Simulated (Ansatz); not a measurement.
What DFT gives for Li₄SiGe₂

```
Ge Si Li
1.0
     4.64137    0.00000    0.00000
    -2.32069    4.01955    0.00000
    -2.32069    1.33985    6.35447
Ge Si Li
2 1 4
Direct
  0.40695 0.59305 0.22085
  0.26645 0.73355 0.79935
  0.12440 0.87560 0.37320
  0.83600 0.16400 0.50800
  0.70060 0.29940 0.10180
  0.99670 0.00330 0.99010
  0.54100 0.45900 0.62300
```

Method: PBE, no spin polarisation; PAW, plane waves to 420 eV, 8×8×8 Γ-centred mesh, fermi-dirac occupations (width 0.1 eV) (Ansatz 0.2.0), atoms fixed.

(1) What happens at the Fermi level?

(2) What is the formation energy?

(3) What does the stress say?

(4) What do density and ELF say about some of the short contacts?

(5) Which atom feels the largest force, and which way?

Origin: a known structure type with other elements, at an estimated volume, so it need not be a known compound.

Answers

(1) It is a metal, with about 2.9 states/eV a cell as the mean within 0.25 eV of the Fermi level, mostly Ge p (46 %) and Si p (24 %).

(2) -0.12 eV an atom against the elements' usual phases (free molecules for gases, crystals otherwise, with no correction for O₂ or N₂), so it is bound against them; other compounds may still compete. Relaxing would lower it.

(3) The pressure is -1.2 GPa (compression positive), so with the atoms held at these fractions the cell would first shrink; the forces are large, so a full relaxation may end otherwise. The principal stresses -3.2, -3.2, 2.7 GPa differ, so its shape would change too.

(4) Si–Li at 2.43 Å: least valence density 0.15 e/Å³ and ELF 0.06 there. Ge–Li at 2.56 Å: least valence density 0.12 e/Å³ and ELF 0.05 there. Li–Li at 2.58 Å: least valence density 0.05 e/Å³ and ELF 0.16 there. Both are smooth PAW fields, read partly inside the augmentation spheres.

(5) The largest is on Li6: 0.93 eV/Å, components (0.00, 0.00, -0.93). It makes 180° with the line to a nearest neighbour, Si3 at 2.43 Å, pointing away from it.
